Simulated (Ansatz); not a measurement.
Input and command of a plane-wave DFT calculation in Ansatz:

```yaml
crystal:
  lattice:
    - [4.7005606792, 0.0, 0.0]
    - [0.0, 4.7005606792, 0.0]
    - [0.0, 0.0, 4.7005606792]
  atoms:
    - { symbol: Na, position: [0.0, 0.0, 0.0] }
    - { symbol: Sn, position: [0.5, 0.5, 0.5] }
    - { symbol: S, position: [0.0, 0.5, 0.5] }
    - { symbol: S, position: [0.5, 0.0, 0.5] }
    - { symbol: S, position: [0.5, 0.5, 0.0] }
basis:
  ecutwfc: 420
kpoints:
  mp_grid: { grid: [4, 4, 4] }
hamiltonian:
  xc: pbe
scf:
  occupations: { method: gaussian, width: 0.1 }
  lower_state_search: "off"
output:
  forces: true
  stress: true
  eigenvalues: true
```

```bash
ansatz run input.yaml --threads 1 --pin off --max-ram 2560MiB --backend cpu --events-out ev --progress --plain --runs-dir out
```

Processor: Intel(R) Xeon(R) Platinum 8488C (Sapphire Rapids), 1 thread, on a host shared with other jobs.

Q: Estimate time, memory and problem size.

A: About 1.4 s on 1 thread of Intel(R) Xeon(R) Platinum 8488C (Sapphire Rapids) (shared host), peak memory 0.4 GiB. It solves 26 bands at 10 k points (the mesh reduced by symmetry) with about 2007 plane waves, in 6 SCF iterations.
